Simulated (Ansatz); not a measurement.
The relaxed structure here is a generated cell of PbS: the first start was made by placing the elements on the sites of a structure type, and the end was not matched to a known phase here, so it may be hypothetical. Known forms of PbS include space group No. 225.

One stationary structure of PbS. Space group P6₃mc (No. 186). Method: r2SCAN (plane waves to 500 eV, PAW, scalar-relativistic; Ansatz, a program for electronic structure).

```cif
data_Pb4S4
_chemical_formula_sum 'Pb4 S4'
_space_group_name_H-M_alt 'P 1'
_space_group_IT_number 1
_cell_length_a 5.00204
_cell_length_b 5.00204
_cell_length_c 11.78584
_cell_angle_alpha 90.000
_cell_angle_beta 90.000
_cell_angle_gamma 120.000
loop_
_space_group_symop_operation_xyz
  'x, y, z'
loop_
_atom_site_label
_atom_site_type_symbol
_atom_site_fract_x
_atom_site_fract_y
_atom_site_fract_z
_atom_site_occupancy
Pb1 Pb 0.00000 0.00000 0.02773 1
Pb2 Pb 0.00000 0.00000 0.52773 1
Pb3 Pb 0.66667 0.33333 0.77484 1
Pb4 Pb 0.33333 0.66667 0.27484 1
S1 S 0.00000 0.00000 0.77923 1
S2 S 0.00000 0.00000 0.27923 1
S3 S 0.66667 0.33333 0.54382 1
S4 S 0.33333 0.66667 0.04382 1
```

Problem. Estimate the band gap that r2SCAN returns for this input.

Solution. 1.59 eV, indirect (valence top at K, conduction bottom at 57 % of the way from K to Γ) (no spin-orbit coupling).

Problem. Predict the smallest direct gap from r2SCAN.

Solution. 2.01 eV at 29 % of the way from K to Γ.

No spin polarisation in the result. Spin-orbit coupling is missing; with elements this heavy it can move band edges by tenths of an eV or more.

The run could not lower the symmetry of its start; a shaken copy of this end point relaxes with r2SCAN to I4mm (No. 107) at a tolerance of 0.01 Å, Fm-3m (No. 225) at 0.1 Å, 0.133 eV/atom lower.
